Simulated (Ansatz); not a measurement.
ZrB2 from LDA upwards

The starting cell is an entry of the Crystallography Open Database (1949):

```
Zr B
1.0
     3.17000    0.00000    0.00000
    -1.58500    2.74530    0.00000
     0.00000    0.00000    3.53300
Zr B
1 2
Direct
  0.00000 0.00000 0.00000
  0.33333 0.66667 0.50000
  0.66667 0.33333 0.50000
```

Atoms and cell were relaxed at zero pressure with plane-wave PAW DFT (Ansatz 0.2.0; one set of PAW datasets, made under PBE, for all functionals; 420 eV, r2SCAN 500 eV; 11×11×9 Γ-centred mesh, fermi-dirac occupations of width 0.100 eV; no spin polarisation, no spin-orbit coupling, no dispersion correction), keeping the symmetry (P6/mmm, No. 191).

Task: Which functional gives the smallest cell, and how wide is the spread?

Result: The relaxed conventional cells:

| functional | a (Å) | c (Å) | volume (Å³/atom) | formation energy (eV/atom) |
| --- | --- | --- | --- | --- |
| LDA | 3.133 | 3.490 | 9.89 | -1.088 |
| PBEsol | 3.155 | 3.508 | 10.08 | -1.083 |
| PBE | 3.171 | 3.543 | 10.28 | -1.019 |
| r2SCAN | 3.167 | 3.553 | 10.29 | -1.067 |
| the entry | 3.170 | 3.533 | 10.25 | – |

LDA gives the smallest volume and r2SCAN the largest, 4.0 % more. Against the entry's volume: LDA -3.5 %, PBEsol -1.7 %, PBE +0.3 %, r2SCAN +0.4 %. No verdict is drawn from this: the entry is old or was flagged in a check, so the entry may be off as well as the functionals. The formation energies span 0.07 eV an atom, lowest under LDA.

Caveats: each relaxation keeps the start's symmetry, so a distorted cell may lie lower; computed cells are at 0 K with fixed nuclei, while the entry holds thermal expansion, often some tenths of a per cent in volume and more in soft crystals; formation energies are at zero smearing against the elements' usual phases under the same functional, gases as free molecules, uncorrected.
